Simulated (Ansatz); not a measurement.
# CdPd (P4/mmm), two-dimensional strain map

The calculation used DFT r2SCAN, scalar-relativistic, plane waves, PAW (Ansatz 0.2.0). The runs took a 500 eV cutoff, a Γ-centred 16×16×14 mesh and Gaussian smearing (0.15 eV). No spin polarisation. Energies are free energies at this smearing, counted from the undisturbed cell; pressure is positive in compression.

Zero of the scan (as given, not relaxed at this level; it stands at 2.1 GPa, and it needn't be the usual structure):

```yaml
crystal:
  lattice:
    - [3.02760, 0.00000, 0.00000]
    - [0.00000, 3.02760, 0.00000]
    - [0.00000, 0.00000, 3.63100]
  atoms:
    - { symbol: Cd, position: [0.00000, 0.00000, 0.00000] }
    - { symbol: Pd, position: [0.50000, 0.50000, 0.50000] }
```

The cell is strained by p along both x and y and by q along z, fractional coordinates fixed. Points are written (p, q).

Energy above the undisturbed cell in meV/atom (a dash: not computed):

```csv
p \ q,-0.030,-0.015,0.000,0.015,0.030
-0.030,85.5,61.0,41.7,27.4,17.8
-0.015,41.9,–,13.2,–,1.9
0.000,15.1,5.6,0.0,-1.7,0.1
0.030,2.4,–,11.2,–,31.1
```

Pressure in GPa:

```csv
p \ q,-0.030,-0.015,0.000,0.015,0.030
-0.030,18.2,15.0,12.0,9.3,6.8
-0.015,12.0,–,6.6,–,2.1
0.000,6.7,4.3,2.1,0.1,-1.7
0.030,-1.4,–,-4.8,–,-7.6
```